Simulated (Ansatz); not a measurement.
Hf$_{5}$Ga$_{3}$ in space group P6_3/mcm (No. 193; Hf on 4d, Hf on 6g, Ga on 6g), DFT-PBE in the program Ansatz with PAW potentials, all energies at zero smearing, with the estimated change up to a 700 eV cutoff added, with one set of potentials and settings (totals compare only within such a set). Cell of 16 atoms (10 Hf, 6 Ga): -179918.773 eV.

```
element                reference phase  E (eV/atom)
-------  -----------------------------  -----------
Hf       P6_3/mmc, 2 atoms in the cell  -15721.3637
Ga           Cmce, 4 atoms in the cell   -3783.0209
```

Formation energy per atom, worked out: (-179918.773 − 10×(-15721.3637) − 6×(-3783.0209))/16 = -0.438 eV/atom (-42 kJ per mol of atoms), at 0 K, without zero-point energy or fitted corrections.

The first step of the workflow began from a Materials Project structure, measured or hypothetical; the Crystallography Open Database files this formula in space group No. 193, but the cells were not matched. Whether it is the stable phase at ambient conditions was not checked. Symmetry was held in the PBE relaxation; its stability against distortions is not shown here. No spin polarisation was allowed. The references are the lowest solids computed at this level, not always the standard phases. Spin–orbit coupling is left out wherever it is not named.

Potentials: the later of the program's two PAW sets.
